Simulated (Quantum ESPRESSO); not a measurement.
pw.x input (Quantum ESPRESSO 7.5; PBE, PseudoDojo standard norm-conserving files, scalar-relativistic):

```
&CONTROL
  calculation = 'scf'
  pseudo_dir = './pseudo'
  outdir = './out'
  tprnfor = .true.
  tstress = .true.
/
&SYSTEM
  ibrav = 0
  nat = 3
  ntyp = 2
  ecutwfc = 84.0
  ecutrho = 336.0
  occupations = 'smearing'
  smearing = 'fd'
  degauss = 0.002
  nbnd = 16
/
&ELECTRONS
  conv_thr = 3e-10
/
ATOMIC_SPECIES
Mg 24.3050 Mg.upf
Si 28.0850 Si.upf
CELL_PARAMETERS angstrom
  0.000000000000   3.169820000000   3.169820000000
  3.169820000000   0.000000000000   3.169820000000
  3.169820000000   3.169820000000   0.000000000000
ATOMIC_POSITIONS crystal
Mg   0.250000000000   0.250000000000   0.250000000000
Mg   0.750000000000   0.750000000000   0.750000000000
Si   0.000000000000   0.000000000000   0.000000000000
K_POINTS automatic
8 8 8 0 0 0
```

End of the output:

```
     total energy              =    -246.08230428 Ry
     estimated scf accuracy    <       0.00000085 Ry
     total energy              =    -246.08230462 Ry
     estimated scf accuracy    <       0.00000020 Ry
     total energy              =    -246.08230466 Ry
     estimated scf accuracy    <          1.7E-09 Ry
[...]
     the Fermi energy is     5.9989 ev
!    total energy              =    -246.08230466 Ry
     estimated scf accuracy    <          2.7E-10 Ry
     smearing contrib. (-TS)   =      -0.00000553 Ry
     internal energy E=F+TS    =    -246.08229913 Ry
     The total energy is F=E-TS. E is the sum of the following terms:
     one-electron contribution =    -192.03896272 Ry
     hartree contribution      =      92.34581046 Ry
     xc contribution           =     -34.82269556 Ry
     ewald contribution        =    -111.56645132 Ry
     convergence has been achieved in   8 iterations
     Forces acting on atoms (cartesian axes, Ry/au):
     atom    1 type  1   force =     0.00000000    0.00000000    0.00000000
     atom    2 type  1   force =     0.00000000   -0.00000000   -0.00000000
     atom    3 type  2   force =     0.00000000    0.00000000    0.00000000
     Total force =     0.000000     Total SCF correction =     0.000000
     Computing stress (Cartesian axis) and pressure
          total   stress  (Ry/bohr**3)                   (kbar)     P=        6.41
   0.00004359  -0.00000000  -0.00000000            6.41       -0.00       -0.00
  -0.00000000   0.00004359  -0.00000000           -0.00        6.41       -0.00
  -0.00000000  -0.00000000   0.00004359           -0.00       -0.00        6.41
```
In a gapped system the printed Fermi energy is only some level inside the gap.

Geometry of the Materials Project entry, not relaxed at this level.
